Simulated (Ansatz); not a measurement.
The start is a relaxed Be cell displaced along its unstable phonon at q = (½, ½, 0) of its primitive reciprocal cell (420i cm⁻¹), largest move 0.15 Å. Cell shape, volume and atoms are optimised at zero target pressure with r2SCAN (plane waves to 500 eV, PAW, scalar-relativistic; Ansatz, a quantum-chemistry and plane-wave program). The first steps use a coarse 11×11×11 k-mesh.

Input geometry:
```
Be
1.0
    0.00000     4.92991     4.92991
    2.46496     2.46496     4.92991
    2.46496     2.46496     0.00000
Be
4
Direct
  0.00892   0.74108   0.70791
  0.49108   0.75892   0.79209
  0.99108   0.50892   0.45791
  0.50892   0.49108   0.54209
```

### Question
What is the largest force in the starting geometry, and on which atom (counted from 1)?

### Answer
0.74 eV/Å, on Be1, Be2, Be3, Be4 (atoms numbered as listed).

### Question
Is the parent structure recovered?

### Answer
It does not go back: it reaches P6₃/mmc (No. 194), hcp (Mg type), 1.72 eV/atom below the parent.

### Question
How do the shortest distances between atoms change?

### Answer
The closest pairs of elements (up to four, under 3.6 Å), start → end: Be–Be 2.14 → 2.21 Å.

### Question
What band gap does the relaxed structure have at this level?

### Answer
No gap (metallic).

### Question
Write out the relaxed structure.

### Answer

Space group P6₃/mmc (No. 194); a = 2.2631 Å, b = 2.2631 Å, c = 3.5630 Å, α = 90.00°, β = 90.00°, γ = 120.00°

| atom | site | symmetry | x | y | z |
|---|---|---|---|---|---|
| Be | 2d | -6m2 | 0.6667 | 0.3333 | 0.2500 |

Final values are on a 23×23×13 k-mesh of the relaxed cell. No spin polarisation in the result.

The run could not lose the symmetry of its start.

Of the parent cell (Fd-3m (No. 227)): it is a generated cell of Be: the first start was made by placing the elements on the sites of a structure type, and the end was not matched to a known phase here, so it may be hypothetical. Known forms of Be include space group No. 194.
